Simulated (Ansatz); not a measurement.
input.yaml (Ansatz)

```yaml
crystal:
  lattice:
    - [-1.6340097063, 1.6331720637, 1.2291843099]
    - [1.6331720637, -1.6340097063, 1.2291843099]
    - [2.9453348003, 2.9453348003, -1.2307184538]
  atoms:
    - { symbol: Fe, position: [0.9999500018, 4.99982e-05, 0.0], spin: 2.834 }
    - { symbol: Fe, position: [0.7500499982, 0.2499500018, 0.5], spin: 2.834 }
hamiltonian:
  xc: r2scan
  pseudopotentials:
    kind: paw
    azcp:
      Fe: "pseudopotentials/Fe.paw.azcp"
basis:
  ecutwfc: 500
  fft_grid_basis: typed
kpoints:
  mp_grid: { grid: [17, 17, 9], shift: [0, 0, 0] }
magnetization:
  spin_polarized: true
scf:
  occupations: { method: fermi_dirac, width: 0.05 }
  lower_state_search: "off"
output:
  stress: true
  write_density: true
  write_potential: true
  elf: true
  volumetric_format: npy
```

and its output:

```
Engine: ansatz 0.2.0, x86_64-unknown-linux-gnu
Pseudopotentials: kind: paw
Pseudopotential: Fe, paw, valence charge 16, recommended cutoff 500 eV (meta_gga) 
Functional definition: r2SCAN
  parameter k0 = 0.174
  parameter k1 = 0.065
  parameter a1 = 4.9479
  exchange = r2scan_x(k0 = k0, k1 = k1, a1 = a1)
  correlation = r2scan_c
Crystal: 2 atoms, lattice volume = 23.653 Å³
Basis set: ecut = 500 eV, 599 PW (Γ), exchange–correlation on 80×80×128 points (64 copies of the dense FFT grid, shifted against one another)
Bands: 23, of which v1, the nominal top of the filled ones, is band 16 counted from 1 (15 counted from 0)
Symmetry: 4 space group operations
Space group: C2/c (ITA 15), of the structure as read, at distance tolerance 2.9e-5 Å
Magnetic group: BNS 15.85 (UNI 92), of the structure as read, at distance tolerance 2.9e-5 Å
k-points: 693 of 2601
Non-local potential: Fe, projectors of the file, l = 0: 3, l = 1: 2, l = 2: 3, l = 3: 1
PAW form: soft (Blöchl's): semilocal exchange-correlation on the pseudo side does not see the compensation charge
PAW frozen core: Fe, regenerated for the run's functional (the file was generated under x = pbe(κ = 0.804, μ = 0.2195149727645171), c = pbe(β = 0.06672455060314922))
PAW one-centre angular grid: Fe, 590 points (default); XC on 160 Gauss nodes
Initial density: superposition of atomic densities (chi_scale 0.1, normalization cell)
Starting moments: Σ|m| = 5.668 μB on 2 of 2 sites
Initial wavefunctions: pseudopotential atomic-orbital guess
Functional: x = r2scan, c = r2scan; τ floored in thin density (d = 2e-4 eV/Å³)
iter 1 solved again at ethr=1.10e-3 eV; its pass at ethr=3.10e-3 eV (dr2=3.51e-1 eV) is discarded
SCF iter   1: F=-8971.176011 eV  HF=-8970.512605 eV  |F-HF|=6.63e-1  |Δ(HF+E_count)|=         —  Δρ=5.06e-2 (↑1.41e-2 ↓5.06e-2)  dr2=3.51e-1  dr2_τ=3.23e-2  dr2_m=1.57e-1  M=5.355 μB ∫|m|=5.401 μB  β_m=1.00  ethr=1.10e-3  ⟨swp⟩=1.0  Hψ=177617  notcnv=0
SCF iter   2: F=-8971.528532 eV  HF=-8971.055614 eV  |F-HF|=4.73e-1  |Δ(HF+E_count)|=   5.43e-1  Δρ=2.84e-2 (↑8.10e-3 ↓2.84e-2)  dr2=8.69e-2  dr2_τ=2.56e-3  dr2_m=5.43e-2  M=5.298 μB ∫|m|=5.623 μB  β_m=1.00  ethr=1.10e-3  ⟨swp⟩=3.1  Hψ=66487  notcnv=0  defer=4  κ⁻¹=1.0e0(r=1)
SCF iter   3: F=-8971.594192 eV  HF=-8971.197838 eV  |F-HF|=3.96e-1  |Δ(HF+E_count)|=   1.42e-1  Δρ=1.11e-2 (↑6.71e-3 ↓1.11e-2)  dr2=1.12e-2  dr2_τ=3.03e-4  dr2_m=1.10e-2  M=5.298 μB ∫|m|=5.746 μB  β_m=1.00  ethr=2.71e-4  ⟨swp⟩=2.5  Hψ=69380  notcnv=0  defer=1462  κ⁻¹=1.2e-2(r=2)
SCF iter   4: F=-8971.612617 eV  HF=-8971.347090 eV  |F-HF|=2.66e-1  |Δ(HF+E_count)|=   1.49e-1  Δρ=5.77e-3 (↑5.77e-3 ↓2.36e-3)  dr2=2.61e-3  dr2_τ=3.45e-5  dr2_m=2.79e-3  M=5.310 μB ∫|m|=5.808 μB  β_m=1.00  ethr=3.50e-5  ⟨swp⟩=2.5  Hψ=71156  notcnv=0  defer=1574  κ⁻¹=6.3e-4(r=3)
SCF iter   5: F=-8971.619705 eV  HF=-8971.463704 eV  |F-HF|=1.56e-1  |Δ(HF+E_count)|=   1.17e-1  Δρ=2.84e-3 (↑2.84e-3 ↓1.57e-3)  dr2=3.92e-4  dr2_τ=1.91e-5  dr2_m=9.25e-4  M=5.323 μB ∫|m|=5.844 μB  β_m=1.00  ethr=8.17e-6  ⟨swp⟩=2.0  Hψ=66329  notcnv=0  defer=1671  κ⁻¹=3.3e-5(r=4)
SCF iter   6: F=-8971.623541 eV  HF=-8971.535008 eV  |F-HF|=8.85e-2  |Δ(HF+E_count)|=   7.13e-2  Δρ=2.34e-3 (↑2.34e-3 ↓1.08e-3)  dr2=4.03e-4  dr2_τ=9.38e-6  dr2_m=4.93e-4  M=5.336 μB ∫|m|=5.869 μB  β_m=1.20  ethr=1.23e-6  ⟨swp⟩=2.0  Hψ=63391  notcnv=0  defer=1705
Mixer restart at iter 6: flushing history
spin-set hold released at iteration 6 (site moments contracting): the magnetisation degrees of freedom join the quasi-Newton model from the next iteration; the mixer history was flushed
SCF iter   7: F=-8971.625766 eV  HF=-8971.573711 eV  |F-HF|=5.21e-2  |Δ(HF+E_count)|=   3.87e-2  Δρ=1.35e-3 (↑1.35e-3 ↓7.14e-4)  dr2=1.79e-4  dr2_τ=5.33e-6  dr2_m=1.31e-4  M=5.346 μB ∫|m|=5.888 μB  β_m=1.20  ethr=1.23e-6  ⟨swp⟩=2.0  Hψ=61391  notcnv=0  defer=1705  κ⁻¹=1.0e0(r=1)
SCF iter   8: F=-8971.628186 eV  HF=-8971.617684 eV  |F-HF|=1.05e-2  |Δ(HF+E_count)|=   4.40e-2  Δρ=7.14e-4 (↑7.14e-4 ↓5.14e-4)  dr2=3.74e-5  dr2_τ=1.47e-6  dr2_m=5.19e-5  M=5.365 μB ∫|m|=5.919 μB  β_m=1.20  ethr=5.61e-7  ⟨swp⟩=2.4  Hψ=68623  notcnv=0  defer=1723  κ⁻¹=7.5e-2(r=2)
SCF iter   9: F=-8971.628760 eV  HF=-8971.626840 eV  |F-HF|=1.92e-3  |Δ(HF+E_count)|=   9.16e-3  Δρ=3.22e-4 (↑3.20e-4 ↓3.22e-4)  dr2=1.57e-5  dr2_τ=3.48e-7  dr2_m=1.17e-5  M=5.374 μB ∫|m|=5.934 μB  β_m=1.20  ethr=1.17e-7  ⟨swp⟩=2.4  Hψ=55878  notcnv=0  defer=1723  κ⁻¹=7.3e-3(r=3)
SCF iter  10: F=-8971.628917 eV  HF=-8971.628734 eV  |F-HF|=1.83e-4  |Δ(HF+E_count)|=   1.89e-3  Δρ=1.66e-4 (↑1.66e-4 ↓1.32e-4)  dr2=1.56e-6  dr2_τ=1.07e-7  dr2_m=3.56e-6  M=5.381 μB ∫|m|=5.945 μB  β_m=1.20  ethr=4.90e-8  ⟨swp⟩=2.3  Hψ=54155  notcnv=0  defer=1720  κ⁻¹=1.3e-3(r=4)
SCF iter  11: F=-8971.628938 eV  HF=-8971.628928 eV  |F-HF|=1.02e-5  |Δ(HF+E_count)|=   1.93e-4  Δρ=3.57e-5 (↑3.32e-5 ↓3.57e-5)  dr2=2.81e-7  dr2_τ=1.15e-8  dr2_m=1.27e-8  M=5.385 μB ∫|m|=5.950 μB  β_m=1.20  ethr=4.88e-9  ⟨swp⟩=3.0  Hψ=65337  notcnv=0  defer=1716  κ⁻¹=1.1e-3(r=5)
```

The run was cut off at its time limit.
